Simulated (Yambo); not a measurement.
```xyz
9
Lattice="0.0000 4.4862 4.4862 4.4862 0.0000 4.4862 4.4862 4.4862 0.0000" Properties=species:S:1:pos:R:3 pbc="T T T"
H      4.4862     4.4862     7.3292
H      4.4862     4.4862     1.6432
H      7.3292     4.4862     4.4862
H      1.6432     4.4862     4.4862
H      4.4862     7.3292     4.4862
H      4.4862     1.6432     4.4862
Cs     6.7293     6.7293     6.7293
Cs     2.2431     2.2431     2.2431
Pt     0.0000     0.0000     0.0000
```

Response from Yambo on PBEsol (Quantum ESPRESSO, PseudoDojo norm-conserving, 84 Ry, scalar-relativistic) bands: 4×4×4 mesh, 126 bands, 3 Ry local-field block, 0.2 eV broadening.

Question: Give the static electronic dielectric constant without and with local fields.

Answer: 
| field along | ε(0), independent particles | ε(0), RPA with local fields | refractive index √ε |
|---|---|---|---|
| x | 3.37 | 2.61 | 1.61 |
Electronic (clamped-ion) response only. Spin-orbit coupling, left out here, changes gap and response of such heavy elements. Convergence of the RPA response with its 4×4×4 mesh was not tested.

Geometry of the Materials Project entry, not relaxed at this level.

The structure is a Materials Project entry; no match was found in the copy of COD used, and its stability was not checked.
